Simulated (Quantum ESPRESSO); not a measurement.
Band energies of GaSb

```
GaSb
1.0
    0.00000     3.06860     3.06860
    3.06860     0.00000     3.06860
    3.06860     3.06860     0.00000
Ga Sb
1 1
Direct
  0.00000   0.00000   0.00000
  0.25000   0.25000   0.25000
```

norm-conserving PBE (Quantum ESPRESSO, 80 Ry, no spin-orbit coupling); path ΓXWKΓLUWLK,UX; energies in eV from the Fermi level.

```
k (1/Å)  point  band 10  band 11  band 12  band 13  band 14  band 15  band 16  band 17
-------  -----  -------  -------  -------  -------  -------  -------  -------  -------
0.00         Γ   -14.98   -11.44    -0.06    -0.02    -0.02    -0.02     2.77     2.77
0.57             -14.98   -10.43    -4.49    -1.84    -1.84     1.14     2.52     5.90
1.02         X   -14.97    -9.03    -6.78    -2.56    -2.56     0.90     1.26     8.63
1.15             -14.97    -9.02    -6.76    -2.69    -2.65     1.19     1.51     8.10
1.54         W   -14.98    -8.99    -6.65    -3.32    -3.10     3.63     4.31     4.38
1.78             -14.98    -9.07    -6.61    -3.54    -2.41     1.82     3.88     6.07
1.90         K   -14.98    -9.09    -6.60    -3.58    -2.18     1.40     3.85     6.56
2.29             -14.98   -10.06    -5.35    -3.05    -1.13     1.98     4.42     4.55
2.79             -14.98   -11.31    -1.75    -0.52    -0.10     1.12     2.90     2.93
2.98         Γ   -14.98   -11.44    -0.06    -0.02    -0.02    -0.02     2.77     2.77
3.28             -14.98   -11.16    -2.73    -0.42    -0.42     0.96     3.31     3.31
3.77             -14.98    -9.92    -6.18    -1.14    -1.14     0.39     3.75     3.75
3.87         L   -14.98    -9.84    -6.33    -1.16    -1.16     0.36     3.74     3.74
4.29             -14.98    -9.39    -6.36    -3.36    -1.83     1.67     4.53     5.51
4.50         U   -14.98    -9.09    -6.60    -3.58    -2.18     1.40     3.85     6.56
4.86         W   -14.98    -8.99    -6.65    -3.32    -3.10     3.63     4.31     4.38
5.31             -14.98    -9.64    -6.30    -2.62    -1.58     1.80     3.43     4.71
5.58         L   -14.98    -9.84    -6.33    -1.16    -1.16     0.36     3.74     3.74
5.76             -14.98    -9.75    -6.31    -2.05    -1.33     1.22     3.58     4.13
6.21         K   -14.98    -9.09    -6.60    -3.58    -2.18     1.40     3.85     6.56
6.21         U   -14.98    -9.09    -6.60    -3.58    -2.18     1.40     3.85     6.56
6.57         X   -14.97    -9.03    -6.78    -2.56    -2.56     0.90     1.26     8.63
```

At this level the gap is closed or nearly so: along the path the highest valence and lowest conduction bands touch, or overlap by less than 0.6 eV, a zero-gap or semimetallic result; the valence top lies at Γ, the conduction bottom at Γ. Semilocal functionals close the gaps of some narrow-gap semiconductors, so this alone doesn't show that the compound has none.

Without spin-orbit coupling, band edges of such heavy elements can be off by tenths of an eV.

Geometry of the Materials Project entry, not relaxed at this level.
